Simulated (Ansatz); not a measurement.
Input and command of a calculation in Ansatz (plane waves; scalar-relativistic PAW potentials unless the input names others):

```yaml
crystal:
  lattice:
    - [4.336828704, 0.0, 0.0]
    - [-2.168414352, 3.7558038295, 0.0]
    - [0.0, 0.0, 7.4672099139]
  atoms:
    - { symbol: Li, position: [0.3333333333, 0.6666666667, 0.1072708404] }
    - { symbol: Li, position: [0.6666666667, 0.3333333333, 0.8927291596] }
    - { symbol: "Y", position: [0.3333333333, 0.6666666667, 0.6666919858] }
    - { symbol: "Y", position: [0.6666666667, 0.3333333333, 0.3333080142] }
    - { symbol: Sb, position: [0.0, 0.0, 0.0] }
basis:
  ecutwfc: 420
kpoints:
  mp_grid: { grid: [12, 11, 7] }
hamiltonian:
  xc: pbe
scf:
  occupations: { method: gaussian, width: 0.1 }
  max_iter: 100
output:
  forces: true
  eigenvalues: true
  stress: true
```

```bash
ansatz run input.yaml --threads 1 --pin off --max-ram 2560MiB --backend cpu --events-out ev --progress --plain --runs-dir out
```

Abridged log:
```
Warning: crystal.symmetry: narrowed to the stabiliser of the k-point mesh — unitary ops 12 → 2; excluded 10 operations that carry a point of the 12×11×7 mesh (shift [0, 0, 0]) off the mesh (the run samples exactly the mesh kpoints.mp_grid names, as under crystal.symmetry.detect: false, and its converged state has the mesh's symmetry, not the crystal's; ε∞, the Born charges and the force constants of a linear response (`dielectric:` by the response, `phonons.method: dfpt`) are averaged over those of the crystal's operations that the state keeps within a tolerance, where `mesh_tensors`, `unavera ...
Basis set: ecut = 420 eV, 2371 PW (Γ), exchange–correlation on 60×60×100 points (8 copies of the dense FFT grid, shifted against one another)
Bands: 27, of which v1, the nominal top of the filled ones, is band 22 counted from 1 (21 counted from 0)
Symmetry: 2 space group operations
k-points: 463 of 924
SCF iter   1: F=—  HF=-14592.752713 eV  |F-HF|=—  |Δ(HF+E_count)|=         —  Δρ=3.29e-3  dr2=1.99e-2  ethr=1.77e-3  ⟨swp⟩=6.1  Hψ=59146  notcnv=0
SCF iter   2: F=—  HF=-14592.750241 eV  |F-HF|=—  |Δ(HF+E_count)|=   2.47e-3  Δρ=2.09e-3  dr2=9.09e-3  ethr=4.63e-5  ⟨swp⟩=1.4  Hψ=18368  notcnv=0  defer=4
SCF iter   3: F=—  HF=-14592.748754 eV  |F-HF|=—  |Δ(HF+E_count)|=   1.49e-3  Δρ=3.98e-4  dr2=7.29e-4  ethr=2.11e-5  ⟨swp⟩=2.1  Hψ=13972  notcnv=0  defer=4
SCF iter   4: F=—  HF=-14592.748584 eV  |F-HF|=—  |Δ(HF+E_count)|=   1.70e-4  Δρ=1.48e-4  dr2=1.37e-4  ethr=1.69e-6  ⟨swp⟩=2.4  Hψ=19680  notcnv=0  defer=4
SCF iter   5: F=—  HF=-14592.748563 eV  |F-HF|=—  |Δ(HF+E_count)|=   2.09e-5  Δρ=5.72e-5  dr2=1.24e-5  ethr=3.20e-7  ⟨swp⟩=2.0  Hψ=14159  notcnv=0  defer=4
SCF iter   6: F=—  HF=-14592.748537 eV  |F-HF|=—  |Δ(HF+E_count)|=   2.63e-5  Δρ=1.73e-5  dr2=1.16e-6  ethr=2.89e-8  ⟨swp⟩=2.0  Hψ=14150  notcnv=0  defer=8
SCF iter   7: F=-14592.748537 eV  HF=-14592.748537 eV  |F-HF|=9.33e-9  |Δ(HF+E_count)|=   1.91e-7  Δρ=3.70e-6  dr2=3.09e-8  ethr=2.33e-10  ⟨swp⟩=7.8  Hψ=56796  notcnv=0
SCF 1 converged in 7 iterations: F = -14592.748537 eV  dr2 = 3.09e-8
SCF converged after 7 iterations
Free energy (F): -14592.748537 eV
Harris-Foulkes:  -14592.748537 eV  (|F-HF|=9.33e-9)
Internal energy: -14592.731314 eV  (E = F + TS)
E sigma→0 (E₀):  -14592.739925 eV
Entropy (-TS):   -0.017223 eV (-3.445 meV/atom)
Fermi energy:    8.124582 eV
--- Forces (eV/Å), atoms counted from 1 ---
  atom   1  Li     0.00000419     0.00000737    -0.00752761
  atom   2  Li    -0.00000419    -0.00000737     0.00752761
  atom   3  Y      0.00006435     0.00007668     0.00011096
  atom   4  Y     -0.00006435    -0.00007668    -0.00011096
  atom   5  Sb     0.00000000     0.00000000     0.00000000
--- Stress (GPa, compression-positive) ---
       -0.028664       0.000026      -0.000048
        0.000026      -0.028219      -0.000327
       -0.000048      -0.000327       0.001764
  P = ⅓ Tr σ = -0.0184 GPa (-0.184 kbar)
```

One setting here is unusual or wrong in general: a mesh that breaks the symmetry (kpoints.mp_grid.grid: [12, 12, 6] → [12, 11, 7]). For this cell it did little harm to the result: the run converged in 7 SCF iterations with an energy at zero smearing 0.01 meV/atom below the reference's, pressure -0.02 GPa, largest force 0.008 eV/Å, no gap on the mesh. The program drops the symmetry operations that the mesh breaks, which leaves more k-points to solve, 463 here. A reference run on usual settings, whose relaxation ended at this geometry, converged, and the end of its own relaxation has pressure -0.02 GPa, largest force 0.007 eV/Å, no gap on the mesh.

The run took 65 s on 1 thread of Oxide Virtual Turin-like Processor (Zen 5), on a shared host, peak memory 1.2 GiB.